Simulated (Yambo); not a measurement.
```xyz
6
Lattice="4.2912 0.0000 0.0000 0.0000 4.2912 0.0000 0.0000 0.0000 8.1904" Properties=species:S:1:pos:R:3 pbc="T T T"
H      2.1456     2.1456     0.0000
H      0.0000     0.0000     0.0000
Sr     0.0000     2.1456     1.2779
Sr     2.1456     0.0000     6.9125
I      0.0000     2.1456     5.4447
I      2.1456     0.0000     2.7457
```

SrHI (space group P4/nmm, No. 129): mean Im ε in 1 eV windows above the direct gap of 4.76 eV, for different electron-hole kernels (Yambo, broadening 0.15 eV, PBEsol (Quantum ESPRESSO, PseudoDojo norm-conserving, 72 Ry, without SOC) bands; 4×4×2 mesh, 8 valence and 19 conduction bands, static screening with 80 bands and a 3 Ry block, scissor 1.72 eV, Tamm-Dancoff; field along x).

| window (eV) | independent quasiparticles | RPA (no attraction) | BSE |
|---|---|---|---|
| 4.8 to 5.8 | 0.6 | 0.4 | 7.5 |
| 5.8 to 6.8 | 5.8 | 4.0 | 9.1 |
| 6.8 to 7.8 | 8.4 | 6.3 | 5.0 |
| 7.8 to 8.8 | 7.1 | 5.5 | 4.2 |
| 8.8 to 9.8 | 4.9 | 4.1 | 3.3 |
| 9.8 to 10.8 | 3.8 | 3.9 | 2.3 |

This run doesn't resolve bound excitons or single peaks, so only averages are given, and they too depend on the mesh; weight that the attraction moves below the gap isn't listed. All transitions below 12.85 eV are in the band window. The scissor comes from a G0W0 run whose convergence isn't established.

Spin-orbit coupling is left out, which matters for elements this heavy: edges can move by tenths of an eV.

Geometry relaxed with PBE+D3(BJ).
